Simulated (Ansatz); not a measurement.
LaSi$_{2}$:
```
CELL_PARAMETERS angstrom
     -2.18630     2.18630     6.85725
      2.18630    -2.18630     6.85725
      2.18630     2.18630    -6.85725
ATOMIC_POSITIONS crystal
  La 0.50000 0.50000 0.00000
  La 0.25000 0.75000 0.50000
  Si 0.83510 0.33510 0.50000
  Si 0.08510 0.08510 0.00000
  Si 0.91490 0.91490 0.00000
  Si 0.66490 0.16490 0.50000
```

Relaxed with r²SCAN. Special points in fractions of this cell's reciprocal vectors: Γ (0.000, 0.000, 0.000); X (0.000, 0.000, 0.500); P (0.250, 0.250, 0.250); N (0.000, 0.500, 0.000); M (0.500, 0.500, -0.500); S (0.275, 0.725, -0.275); S0 (-0.275, 0.275, 0.275); R (-0.051, 0.051, 0.500); G (0.500, 0.500, -0.051).

Problem. List the band energies nearest the Fermi level at these points for r²SCAN in the plane-wave PAW code Ansatz.

Solution. In eV from the Fermi level; about four levels below and three above (degenerate sets whole), none deeper than 8.9 eV; points with the same levels are listed once.

```tsv
k	below	above
Γ	-2.67 -2.67 -1.14 -0.70	0.31 0.79 1.21 1.21
X	-3.03 -3.03 -2.13 -2.13	0.90 0.90 1.92 1.92
P	-3.03 -3.03 -2.10 -2.10	0.73 0.73 2.10 2.10
N	-1.66 -1.26 -1.14 -0.73	0.65 1.32 1.93
M	-2.75 -2.75 -2.49 -2.49	0.10 0.10 1.05 1.05
S	-2.53 -2.22 -1.68 -1.13	0.28 1.01 1.42
R	-3.01 -3.01 -2.17 -2.17	0.86 0.86 1.93 1.93
```

Space group I4_1/amd. The first step of the workflow began from a Materials Project structure, measured or hypothetical; the Crystallography Open Database files this formula in space group No. 141, but the cells were not matched. Whether it is the stable phase at ambient conditions was not checked. Symmetry was held in the r²SCAN relaxation; whether a distortion lowers the energy is not shown. Scalar-relativistic: spin–orbit coupling is off unless named, which matters more the heavier the elements.

Potentials: the later of the program's two PAW sets.
